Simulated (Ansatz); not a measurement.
Energy over volume and axial ratio for Tl (hcp, Mg type)

Tl (hcp, Mg type)

```yaml
crystal:
  lattice:
    - [3.51996, 0.00000, 0.00000]
    - [-1.75998, 3.04838, 0.00000]
    - [0.00000, 0.00000, 5.60163]
  atoms:
    - { symbol: Tl, position: [0.33333, 0.66667, 0.75000] }
    - { symbol: Tl, position: [0.66667, 0.33333, 0.25000] }
```

The relaxed cell is deformed in two ways at once: its volume V is scaled, and at that volume it is stretched along z (the c axis of the conventional cell) so that c/a changes. Fractional atomic positions are held.

Method: r2SCAN (plane waves to 500 eV, PAW, scalar-relativistic; Ansatz, a first-principles code). k mesh 15×15×9 (Γ-centred), Fermi-Dirac smearing 0.05 eV. The energy includes the smearing's −TS. Stress and pressure are positive under compression. With partly filled bands, the response to shear is sensitive to the k mesh, so small differences along c/a are uncertain. Spin-orbit coupling is left out, though Tl is heavy. Tl was relaxed with its symmetry unable to fall. The zero of ΔE is the relaxed starting cell.

ΔE (kJ/mol of atoms), with V/V₀ across and (c/a)/(c/a)₀ down:

```
(c/a)/(c/a)₀ \ V/V₀  0.960  0.973  0.987  1.000  1.013  1.027  1.040
-------------------  -----  -----  -----  -----  -----  -----  -----
0.880                  2.2    1.8    1.4    1.2    1.1    1.1    1.2
0.920                  1.5    1.1    0.8    0.7    0.7    0.7    0.9
0.960                  0.9    0.6    0.4    0.3    0.3    0.4    0.6
1.000                  0.5    0.2    0.1    0.0    0.0    0.2    0.4
1.040                  0.8    0.5    0.3    0.3    0.3    0.5    0.7
1.080                  1.6    1.3    1.1    1.1    1.1    1.3    1.5
1.120                  2.8    2.4    2.2    2.1    2.1    2.3    2.5
```

σzz (GPa), with V/V₀ across and (c/a)/(c/a)₀ down:

```csv
(c/a)/(c/a)₀ \ V/V₀,0.960,0.973,0.987,1.000,1.013,1.027,1.040
0.880,3.5,2.8,2.2,1.6,1.1,0.6,0.1
0.920,2.6,2.0,1.4,0.9,0.4,-0.1,-0.5
0.960,2.5,1.8,1.3,0.7,0.3,-0.2,-0.6
1.000,1.6,1.0,0.5,0.0,-0.4,-0.8,-1.2
1.040,0.6,0.0,-0.4,-0.9,-1.3,-1.6,-2.0
1.080,-0.2,-0.7,-1.1,-1.5,-1.8,-2.2,-2.4
1.120,-0.3,-0.7,-1.1,-1.5,-1.8,-2.1,-2.4
```

Derived quantities:

- Lowest place on the grid: V/V₀ = 1.000, (c/a)/(c/a)₀ = 1.000 (0 meV/atom)
- Highest place on the grid: V/V₀ = 0.960, (c/a)/(c/a)₀ = 1.120 (29 meV/atom)

The 49 points together took around 14 core-minutes (rough).

(A scan under strain: stresses follow from slopes of the energy per volume, elastic moduli from its curvatures.)
